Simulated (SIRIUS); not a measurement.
Set-up for a self-consistent single point of CdS (P6_3mc, 4 atoms in the cell; from Materials Project mp-672, changed as shown).

```
CELL_PARAMETERS angstrom
      4.16509     0.00000     0.00000
     -2.08254     3.60707     0.00000
      0.00000     0.00000     6.84125
ATOMIC_POSITIONS crystal
  Cd 0.66667 0.33333 0.50022
  Cd 0.33333 0.66667 0.00022
  S  0.66667 0.33333 0.87678
  S  0.33333 0.66667 0.37678
```

Method: PBE, SSSP 1.1.2 efficiency PBE pseudopotentials (plane waves; SIRIUS).

SIRIUS settings:

* **parameters.ngridk**: 6 6 4
* **parameters.xc_functionals**: [XC_GGA_X_PBE, XC_GGA_C_PBE]
* **parameters.gk_cutoff**: 8.062 1/bohr
* **parameters.pw_cutoff**: 25.496 1/bohr
* **parameters.smearing**: gaussian
* **parameters.smearing_width**: 0.000367493 Ha
* **potentials**: SSSP 1.1.2 efficiency PBE pseudopotentials
* **parameters.electronic_structure_method**: pseudopotential
* **parameters.num_bands**: 22
* **parameters.num_mag_dims**: 0
* **parameters.num_dft_iter**: 100
* **parameters.energy_tol**: 1e-07 Ha
* **parameters.density_tol**: 1e-06
* **mixer.type**: anderson
* **mixer.beta**: 0.3
* **mixer.use_hartree**: false

Results:

- Number of valence electrons: 36
- Number of bands: 22
- Number of k-points after the program's reduction: 21
- Number of plane waves (most at a k-point): 6180
- Number of SCF iterations: 31
- FFT grid: 72 × 72 × 108
- Free energy E − TS: -3984.8589 eV
- Gap on the k-point mesh: 1.11 eV
- Pressure: 0.83 GPa
- Largest force (vector length): 0.063 eV/Å

Forces (eV/Å):
| atom | Fx | Fy | Fz |
|---|---|---|---|
| Cd1 | 0.000 | 0.000 | 0.063 |
| Cd2 | 0.000 | 0.000 | 0.063 |
| S3 | 0.000 | 0.000 | -0.063 |
| S4 | 0.000 | 0.000 | -0.063 |

Stress (GPa, positive for compression):
```
1.13  0.00  0.00
0.00  1.13  0.00
0.00  0.00  0.23
```

The gap is read on the k-point mesh of the run and can differ from the gap over the whole zone at this level.

For comparison: a first run was changed to give this one (lattice vector c scaled by 1.01), and from it to this one the free energy goes down by 1.3 meV/atom, the pressure goes from 1.40 to 0.83 GPa, the largest force goes from 0.002 to 0.063 eV/Å and the gap on the mesh goes from 1.141 to 1.105 eV.

The structure comes from a collection of computed structures, made at another level of theory; the collection holds predicted forms beside known ones. Its lattice was then scaled.

Cost on one core: roughly 4 core-minutes.
